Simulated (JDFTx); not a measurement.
System: ZnCu(100) (Pm-3m bulk; lattice of mp-987, not re-optimised at this level), 1x1 cell of 5 atoms in 5 planes (Zn outermost, slab composition Zn3Cu2), area 8.53 Å² a face, 5.9 Å between the outermost planes in a cell 21.8 Å high; k mesh 8×8×1, Fermi width 0.01 Ha, no spin polarisation. Whether this polymorph is the ambient one wasn't checked.

Profiles through the double layer of this slab, charged, in CANDLE, water, 0.5 M KF; PBE, GBRV ultrasoft potentials, plane waves to 20/100 Ha, a modified build of JDFTx. z is the height above the outermost atoms, φ the plane-averaged electrostatic potential energy of an electron (zero in the bulk liquid), ρ_b the bound charge of solvent and ions, s the cavity shape function (0 in the solid, 1 in the liquid).

```json
[
 {"z (Å)": "0.92", "n (e/Å³)": "0.1037", "s": "0.00", "φ (eV)": "-2.312", "ρ_b (10⁻³ e/Å³)": "-0.04"},
 {"z (Å)": "1.37", "n (e/Å³)": "0.0310", "s": "0.00", "φ (eV)": "-1.182", "ρ_b (10⁻³ e/Å³)": "-1.85"},
 {"z (Å)": "1.83", "n (e/Å³)": "0.0094", "s": "0.01", "φ (eV)": "-0.293", "ρ_b (10⁻³ e/Å³)": "-7.81"},
 {"z (Å)": "2.28", "n (e/Å³)": "0.0028", "s": "0.10", "φ (eV)": "-0.086", "ρ_b (10⁻³ e/Å³)": "-1.80"},
 {"z (Å)": "2.73", "n (e/Å³)": "0.0008", "s": "0.36", "φ (eV)": "-0.058", "ρ_b (10⁻³ e/Å³)": "0.37"},
 {"z (Å)": "3.19", "n (e/Å³)": "0.0002", "s": "0.65", "φ (eV)": "-0.047", "ρ_b (10⁻³ e/Å³)": "0.15"},
 {"z (Å)": "3.64", "n (e/Å³)": "0.0001", "s": "0.90", "φ (eV)": "-0.041", "ρ_b (10⁻³ e/Å³)": "0.04"},
 {"z (Å)": "4.10", "n (e/Å³)": "0.0000", "s": "0.99", "φ (eV)": "-0.037", "ρ_b (10⁻³ e/Å³)": "0.01"},
 {"z (Å)": "4.55", "n (e/Å³)": "0.0000", "s": "1.00", "φ (eV)": "-0.033", "ρ_b (10⁻³ e/Å³)": "0.00"},
 {"z (Å)": "5.00", "n (e/Å³)": "0.0000", "s": "1.00", "φ (eV)": "-0.030", "ρ_b (10⁻³ e/Å³)": "-0.01"},
 {"z (Å)": "5.46", "n (e/Å³)": "0.0000", "s": "1.00", "φ (eV)": "-0.027", "ρ_b (10⁻³ e/Å³)": "-0.01"},
 {"z (Å)": "5.91", "n (e/Å³)": "0.0000", "s": "1.00", "φ (eV)": "-0.024", "ρ_b (10⁻³ e/Å³)": "-0.01"},
 {"z (Å)": "6.37", "n (e/Å³)": "0.0000", "s": "1.00", "φ (eV)": "-0.022", "ρ_b (10⁻³ e/Å³)": "-0.01"},
 {"z (Å)": "6.82", "n (e/Å³)": "0.0000", "s": "1.00", "φ (eV)": "-0.020", "ρ_b (10⁻³ e/Å³)": "-0.01"},
 {"z (Å)": "7.28", "n (e/Å³)": "0.0000", "s": "1.00", "φ (eV)": "-0.018", "ρ_b (10⁻³ e/Å³)": "-0.01"},
 {"z (Å)": "7.73", "n (e/Å³)": "0.0000", "s": "1.00", "φ (eV)": "-0.016", "ρ_b (10⁻³ e/Å³)": "0.00"}
]
```

Q: Is the electrode positively or negatively charged, and roughly by how much?

A: Positively: σ = 8.0 μC/cm² per face. The liquid's bound charge is of the opposite sign overall, and far from the surface φ decays with the screening length (4.3 Å).
